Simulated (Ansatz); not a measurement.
GaBiN₂:
```
CELL_PARAMETERS angstrom
      3.36563     0.00000     0.00000
     -1.68281     2.91472     0.00000
      0.00000     0.00000     6.71752
ATOMIC_POSITIONS crystal
  Bi 0.33333 0.66667 0.99109
  N  0.33333 0.66667 0.45240
  Ga 0.66667 0.33333 0.50704
  N  0.66667 0.33333 0.81947
```

Relaxed with PBE. Special points in fractions of this cell's reciprocal vectors: Γ (0.000, 0.000, 0.000); M (0.500, 0.000, 0.000); K (0.333, 0.333, 0.000); A (0.000, 0.000, 0.500); L (0.500, 0.000, 0.500); H (0.333, 0.333, 0.500).

Problem. List the band energies nearest the Fermi level at these points for the program Ansatz at the PBE level (PAW).

Solution. In eV from the Fermi level; about four levels below and three above (degenerate sets whole), none deeper than 8.9 eV; points with the same levels are listed once.

```csv
k,below,above
Γ,-2.28 -2.28 -1.95 -0.75 -0.75,1.44 2.71 5.43 5.43
M,-3.62 -3.10 -2.03 -0.76,0.70 3.05 4.70
K,-6.01 -4.04 -3.83 -3.27,0.03 0.73 2.34
A,-2.26 -2.26 -0.77 -0.77 -0.46,0.61 2.50 5.43 5.43
L,-2.82 -2.12 -1.07 -0.09,3.70 4.35 4.81
H,-4.05 -3.52 -2.62 -0.80,1.05 1.44 5.00
```

Space group P3m1. The start of the workflow was typed in or built on a structure type; neither database checked (COD, Materials Project) lists it. Whether it is the stable phase at ambient conditions was not checked. The PBE relaxation kept the symmetry of its start; whether a distortion lowers the energy is not shown. The volume moved by 29 % from the start of the relaxation. Its formation energy is positive at this level, so the cell may be metastable or incomplete. A small band overlap can be real or an error of a semilocal functional. Spin–orbit coupling is left out wherever it is not named.

Potentials: the earlier of the program's two PAW sets.
